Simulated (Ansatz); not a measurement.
PbSe:
```cif
data_Pb4Se4
_chemical_formula_sum 'Pb4 Se4'
_space_group_name_H-M_alt 'Fm-3m'
_space_group_IT_number 225
_space_group_name_Hall '-F 4 2 3'
_cell_length_a 6.21754
_cell_length_b 6.21754
_cell_length_c 6.21754
_cell_angle_alpha 90.000
_cell_angle_beta 90.000
_cell_angle_gamma 90.000
loop_
_atom_site_label
_atom_site_type_symbol
_atom_site_symmetry_multiplicity
_atom_site_Wyckoff_symbol
_atom_site_fract_x
_atom_site_fract_y
_atom_site_fract_z
_atom_site_occupancy
Pb1 Pb 4 a 0.00000 0.00000 0.00000 1
Se1 Se 4 b 0.50000 0.50000 0.50000 1
```
(The calculation used a cell of 2 atoms; values per cell refer to that cell.)

Relaxed with PBE.

Q: Which orbitals make up the states near the band edges in PBE in the plane-wave PAW code Ansatz?

A: Top 1 eV of the valence band: Se 4p 74 %, Pb 6s 14 %, Pb 6p 9 %. Bottom 1 eV of the conduction band: Pb 6p 72 %, Se 4s 12 %, Se 4p 11 %. Projections are on Löwdin-orthogonalised atomic valence shells; empty p or d shells of many metals are not among them.

Q: Tabulate the density of states.

A: States/eV per cell of 2 atoms, in 0.25 eV bins, energy from the valence-band maximum.

| E (eV) | total | Se 4p | Pb 6p | Pb 6s |
|---|---|---|---|---|
| -7.85 | 2.29 | 0.33 | 0.02 | 1.83 |
| -7.60 | 1.51 | 0.18 | 0.02 | 1.19 |
| -7.35 | 0.73 | 0.08 | 0.00 | 0.55 |
| -7.10 | 0.28 | 0.03 | 0.00 | 0.20 |
| -6.85 | 0.17 | 0.01 | 0.00 | 0.12 |
| -6.60 | 0.09 | 0.00 | 0.00 | 0.06 |
| -6.35 | 0.01 | 0.00 | 0.00 | 0.01 |
| -6.10 | 0.00 | 0.00 | 0.00 | 0.00 |
| -5.85 | 0.00 | 0.00 | 0.00 | 0.00 |
| -5.60 | 0.00 | 0.00 | 0.00 | 0.00 |
| -5.35 | 0.00 | 0.00 | 0.00 | 0.00 |
| -5.10 | 0.00 | 0.00 | 0.00 | 0.00 |
| -4.85 | 0.00 | 0.00 | 0.00 | 0.00 |
| -4.60 | 0.01 | 0.01 | 0.01 | 0.00 |
| -4.35 | 0.29 | 0.16 | 0.13 | 0.00 |
| -4.10 | 0.51 | 0.28 | 0.22 | 0.01 |
| -3.85 | 0.77 | 0.43 | 0.31 | 0.01 |
| -3.60 | 0.86 | 0.50 | 0.32 | 0.02 |
| -3.35 | 1.12 | 0.68 | 0.40 | 0.02 |
| -3.10 | 1.41 | 0.89 | 0.47 | 0.03 |
| -2.85 | 1.89 | 1.25 | 0.57 | 0.03 |
| -2.60 | 1.96 | 1.35 | 0.55 | 0.04 |
| -2.35 | 1.98 | 1.40 | 0.50 | 0.04 |
| -2.10 | 2.04 | 1.50 | 0.45 | 0.05 |
| -1.85 | 2.11 | 1.62 | 0.39 | 0.06 |
| -1.60 | 2.24 | 1.79 | 0.33 | 0.08 |
| -1.35 | 1.79 | 1.46 | 0.20 | 0.09 |
| -1.10 | 1.19 | 0.86 | 0.17 | 0.14 |
| -0.85 | 2.10 | 1.61 | 0.19 | 0.26 |
| -0.60 | 1.37 | 1.00 | 0.13 | 0.22 |
| -0.35 | 0.32 | 0.22 | 0.03 | 0.06 |
| -0.10 | 0.02 | 0.01 | 0.00 | 0.00 |
| 0.15 | 0.00 | 0.00 | 0.00 | 0.00 |
| 0.40 | 0.00 | 0.00 | 0.00 | 0.00 |
| 0.65 | 0.04 | 0.00 | 0.03 | 0.00 |
| 0.90 | 0.20 | 0.02 | 0.14 | 0.00 |
| 1.15 | 0.40 | 0.04 | 0.29 | 0.01 |
| 1.40 | 0.88 | 0.10 | 0.65 | 0.01 |
| 1.65 | 1.09 | 0.12 | 0.82 | 0.02 |
| 1.90 | 1.37 | 0.14 | 1.07 | 0.02 |
| 2.15 | 1.41 | 0.16 | 1.13 | 0.01 |
| 2.40 | 1.46 | 0.19 | 1.16 | 0.01 |
| 2.65 | 1.37 | 0.22 | 1.05 | 0.01 |
| 2.90 | 1.30 | 0.24 | 0.97 | 0.01 |
| 3.15 | 1.31 | 0.27 | 0.94 | 0.01 |
| 3.40 | 1.37 | 0.30 | 0.95 | 0.01 |
| 3.65 | 1.49 | 0.34 | 0.98 | 0.01 |
| 3.90 | 1.82 | 0.40 | 1.07 | 0.01 |
| 4.15 | 2.33 | 0.54 | 1.36 | 0.01 |
| 4.40 | 2.78 | 0.70 | 1.57 | 0.01 |
| 4.65 | 1.28 | 0.40 | 0.71 | 0.00 |
| 4.90 | 0.98 | 0.33 | 0.54 | 0.00 |
| 5.15 | 0.90 | 0.28 | 0.46 | 0.00 |

The cell was relaxed with PBE under the symmetry of its start; of distortions, only those at the zone centre were tested. Spin–orbit coupling is left out wherever it is not named.

Potentials: the later of the program's two PAW sets.
